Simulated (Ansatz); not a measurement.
Input:

GaAs:
```yaml
crystal:
  lattice:
    - [7.08690, 0.00000, 0.00000]
    - [0.00000, 7.08690, 0.00000]
    - [0.00000, 0.00000, 7.08690]
  atoms:
    - { symbol: Ga, position: [0.25000, 0.00000, 0.50000] }
    - { symbol: Ga, position: [0.50000, 0.25000, 0.00000] }
    - { symbol: Ga, position: [0.50000, 0.75000, 0.00000] }
    - { symbol: Ga, position: [0.75000, 0.00000, 0.50000] }
    - { symbol: Ga, position: [0.00000, 0.50000, 0.75000] }
    - { symbol: Ga, position: [0.00000, 0.50000, 0.25000] }
    - { symbol: As, position: [0.25000, 0.50000, 0.00000] }
    - { symbol: As, position: [0.00000, 0.25000, 0.50000] }
    - { symbol: As, position: [0.00000, 0.75000, 0.50000] }
    - { symbol: As, position: [0.75000, 0.50000, 0.00000] }
    - { symbol: As, position: [0.50000, 0.00000, 0.75000] }
    - { symbol: As, position: [0.50000, 0.00000, 0.25000] }
```

This is the PBE-relaxed structure.

Q: All from PBE in the plane-wave PAW code Ansatz, unless another level is named. Give the electronic character.

A: no gap, with almost no states at the Fermi level (zero-gap or semimetallic).

Q: Predict the formation energy from the elements (no fitted shifts).

A: -0.20 eV/atom.

Q: And the gap with spin–orbit coupling?

A: none (metallic).

Space group Pm-3n. The start of the workflow was typed in or built on a structure type; neither database checked (COD, Materials Project) lists it. It is not the phase usual at ambient conditions (space group No. 216). The cell was relaxed with PBE under the symmetry of its start; whether a distortion lowers the energy is not shown. The volume moved by 27 % from the start of the relaxation. The references are the lowest solids computed at this level, not always the standard phases. Scalar-relativistic: spin–orbit coupling is off unless named, which matters more the heavier the elements.

Potentials: the earlier of the program's two PAW sets.
